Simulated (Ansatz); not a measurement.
Here is the system:

CdI2:
```
CELL_PARAMETERS angstrom
      4.16416     0.00000     0.00000
     -2.08208     3.60627     0.00000
      0.00000     0.00000    19.99525
ATOMIC_POSITIONS crystal
  Cd 0.66667 0.33333 0.33275
  Cd 0.33333 0.66667 0.66725
  Cd 0.00000 0.00000 0.00000
  I  0.33333 0.66667 0.08458
  I  0.66667 0.33333 0.91542
  I  0.33333 0.66667 0.41728
  I  0.66667 0.33333 0.58272
  I  0.00000 0.00000 0.24818
  I  0.00000 0.00000 0.75182
```

This is the LDA-relaxed structure. Tensor components refer to the Cartesian frame of this cell.

Problem. All from DFT-LDA in the program Ansatz with PAW potentials, unless another level is named. Give the band gap.

Solution. 2.00 eV (indirect).

Problem. Next, the HSE06 gap on the LDA cell?

Solution. 3.12 eV.

Problem. What about the smallest direct gap on the standard path?

Solution. 2.15 eV.

Problem. Next, the weight of the valence-edge state by species (Voronoi cells)?

Solution. I 92 %, Cd 8 %.

Problem. Next, the valence-band maximum?

Solution. off the standard path, at k = (-0.125, 0.000, 0.208).

Problem. Next, the weight of the conduction-edge state by species (Voronoi cells)?

Solution. I 57 %, Cd 43 %.

Space group P-3m1. The first step of the workflow began from a Materials Project structure, measured or hypothetical; the Crystallography Open Database files this formula in space group No. 164, but the cells were not matched. Whether it is the stable phase at ambient conditions was not checked. The LDA relaxation kept the symmetry of its start; whether a distortion lowers the energy is not shown. A crystal of weakly bound layers computed without a dispersion correction: the cell and the soft elastic constants depend strongly on that. Spin–orbit coupling is left out wherever it is not named.

Potentials: the later of the program's two PAW sets.
